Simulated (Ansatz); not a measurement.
ZnGaNO in space group P3m1 (No. 156; Pearson symbol hP16), plane-wave PAW r²SCAN (Ansatz code), all energies at zero smearing, with the estimated change up to a 700 eV cutoff added, with one set of potentials and settings (totals compare only within such a set). Cell of 16 atoms (4 Ga, 4 N, 4 Zn, 4 O): -32283.173 eV.

```json
[
 {"element": "Ga", "reference phase": "Cmce, 4 atoms in the cell", "E (eV/atom)": "-3790.2722"},
 {"element": "N", "reference phase": "Pa-3, 8 atoms in the cell", "E (eV/atom)": "-384.8341"},
 {"element": "Zn", "reference phase": "P6_3/mmc, 2 atoms in the cell", "E (eV/atom)": "-3325.6811"},
 {"element": "O", "reference phase": "C2/m, 4 atoms in the cell, spin-polarised", "E (eV/atom)": "-566.0346"}
]
```

Formation energy per atom, worked out: (-32283.173 − 4×(-3790.2722) − 4×(-384.8341) − 4×(-3325.6811) − 4×(-566.0346))/16 = -0.993 eV/atom (-96 kJ per mol of atoms), at 0 K, without zero-point energy or fitted corrections.

The start of the workflow was typed in or built on a structure type; the Crystallography Open Database copy checked does not list it. Its standing as an ambient phase is unchecked. The cell was relaxed with r²SCAN under the symmetry of its start; its stability against distortions is not shown here. The references are the lowest solids computed at this level, not always the standard phases (solids in place of the gases).

Potentials: the earlier of the program's two PAW sets.
